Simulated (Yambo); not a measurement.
Absorption of NaOH (space group Cmcm, No. 63) with and without the electron-hole interaction (Yambo, PBEsol bands; 6×6×6 mesh, 6 valence and 4 conduction bands, static screening with 38 bands and a 3 Ry block, scissor 2.80 eV, Tamm-Dancoff; field along x). Axes are Cartesian, with cell vectors (Å) (1.70, -5.40, 0.00), (1.70, 5.40, 0.00), (0.00, 0.00, 3.37).

| E (eV) | Im ε, BSE | Im ε, independent quasiparticles |
|---|---|---|
| 3.75 | 0.10 | 0.02 |
| 3.85 | 0.12 | 0.02 |
| 3.95 | 0.14 | 0.02 |
| 4.05 | 0.17 | 0.02 |
| 4.15 | 0.20 | 0.02 |
| 4.25 | 0.26 | 0.02 |
| 4.35 | 0.33 | 0.02 |
| 4.45 | 0.44 | 0.02 |
| 4.55 | 0.63 | 0.03 |
| 4.65 | 0.96 | 0.03 |
| 4.75 | 1.61 | 0.03 |
| 4.85 | 2.99 | 0.03 |
| 4.95 | 5.41 | 0.03 |
| 5.05 | 5.63 | 0.04 |
| 5.15 | 3.23 | 0.04 |
| 5.25 | 1.80 | 0.05 |
| 5.35 | 1.18 | 0.05 |
| 5.45 | 0.98 | 0.06 |
| 5.55 | 1.08 | 0.07 |
| 5.65 | 1.34 | 0.09 |
| 5.75 | 1.20 | 0.11 |
| 5.85 | 0.92 | 0.15 |
| 5.95 | 0.84 | 0.21 |
| 6.05 | 0.63 | 0.34 |
| 6.15 | 0.46 | 0.51 |
| 6.25 | 0.39 | 0.54 |
| 6.35 | 0.36 | 0.57 |
| 6.45 | 0.36 | 0.65 |
| 6.55 | 0.39 | 0.58 |
| 6.65 | 0.47 | 0.58 |
| 6.75 | 0.55 | 0.76 |
| 6.85 | 0.46 | 1.01 |
| 6.95 | 0.41 | 1.10 |
| 7.05 | 0.43 | 1.26 |
| 7.15 | 0.50 | 1.16 |
| 7.25 | 0.53 | 0.97 |
| 7.35 | 0.50 | 1.03 |
| 7.45 | 0.41 | 1.27 |
| 7.55 | 0.36 | 1.35 |
| 7.65 | 0.38 | 1.14 |
| 7.75 | 0.42 | 1.06 |
| 7.85 | 0.46 | 1.02 |
| 7.95 | 0.50 | 0.95 |
| 8.05 | 0.63 | 0.96 |
| 8.15 | 0.94 | 1.13 |
| 8.25 | 1.58 | 1.38 |
| 8.35 | 2.26 | 1.26 |
| 8.45 | 1.80 | 1.11 |
| 8.55 | 1.08 | 1.15 |
| 8.65 | 0.77 | 1.11 |
| 8.75 | 0.71 | 0.97 |
| 8.85 | 0.71 | 0.94 |
| 8.95 | 0.69 | 0.89 |
| 9.05 | 0.62 | 0.82 |
| 9.15 | 0.58 | 0.75 |
| 9.25 | 0.51 | 0.75 |
| 9.35 | 0.46 | 0.81 |
| 9.45 | 0.46 | 0.82 |
| 9.55 | 0.55 | 0.83 |
| 9.65 | 0.65 | 0.85 |
| 9.75 | 0.69 | 0.89 |
| 9.85 | 0.69 | 0.86 |
| 9.95 | 0.70 | 0.91 |
| 10.05 | 0.67 | 1.10 |
| 10.15 | 0.67 | 1.33 |
| 10.25 | 0.63 | 1.41 |
| 10.35 | 0.63 | 1.15 |
| 10.45 | 0.68 | 0.95 |
| 10.55 | 0.63 | 0.86 |
| 10.65 | 0.62 | 0.73 |

The scissor comes from a G0W0 run whose convergence isn't established. Broadening 0.15 eV. The band window holds all transitions up to 13.4 eV. Fine structure above the onset can come from the mesh.

Geometry relaxed with PBE+D3(BJ); primitive cell a = b = 5.661 Å, c = 3.374 Å, α = β = 90.00°, γ = 145.12°.

The structure is a Materials Project entry; no match was found in the copy of COD used, and its stability was not checked.
